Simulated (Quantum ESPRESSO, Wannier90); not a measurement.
# Wannierisation of PbS (Pnma)

```
begin unit_cell_cart
ang
   12.0278400000    0.0000000000    0.0000000000
    0.0000000000    4.2249700000    0.0000000000
    0.0000000000    0.0000000000    4.2750200000
end unit_cell_cart
begin atoms_frac
Pb  -0.1286500000  0.2500000000  0.1649000000
Pb   0.1286500000 -0.2500000000 -0.1649000000
Pb  -0.3713500000 -0.2500000000 -0.3351000000
Pb   0.3713500000  0.2500000000  0.3351000000
S   -0.3564000000  0.2500000000  0.1079100000
S    0.3564000000 -0.2500000000 -0.1079100000
S   -0.1436000000 -0.2500000000 -0.3920900000
S    0.1436000000  0.2500000000  0.3920900000
end atoms_frac
```

Structure: Materials Project mp-1078500, symmetrised, not relaxed again. Not found in the COD (Crystallography Open Database) copy used, which has the formula in other groups; not checked further. Level: PBEsol, no spin polarisation, no spin-orbit coupling; pw.x of Quantum ESPRESSO at 50 Ry with PseudoDojo potentials, 4×6×6 k-points, Wannier90. Density: 4×8×8 mesh, Gaussian smearing 0.01 Ry. Spin-orbit coupling is left out although heavy elements are present.

A tight-binding model is made by disentanglement and projection with no localisation steps (num_iter = 0), so the 32 orbitals stay atom-like: hydrogen-like Pb: s;p; S: s;p, axes along x, y, z; frozen window up to 2.57 eV relative to the valence-band maximum. It follows pw.x to 1.5 meV rms for states up to 2.1 eV relative to the valence-band maximum. Matrix elements depend on this choice of orbitals and windows.

Q: What are the on-site energies relative to the valence-band maximum, and how fast do the hoppings decay?

A: 
```csv
atom,orbitals,energy (eV)
Pb1,s,-6.40
Pb1,pz py,2.49
Pb1,px,2.44
Pb2,s,-6.40
Pb2,pz py,2.49
Pb2,px,2.44
Pb3,s,-6.40
Pb3,pz py,2.49
Pb3,px,2.44
Pb4,s,-6.40
Pb4,pz py,2.49
Pb4,px,2.44
S5,s,-10.92
S5,pz py,-1.03
S5,px,-1.01
S6,s,-10.92
S6,pz py,-1.03
S6,px,-1.01
S7,s,-10.92
S7,pz py,-1.03
S7,px,-1.01
S8,s,-10.92
S8,pz py,-1.03
S8,px,-1.01
```

```tsv
distance of the centres (Å)	largest modulus (eV)
2–3	2.1
3–4	1.1
4–5	0.38
5–6	0.16
6–7	0.21
7–8	0.036
8–9	0.032
9–10	0.042
10–11	0.0038
11–12	0.0081
```
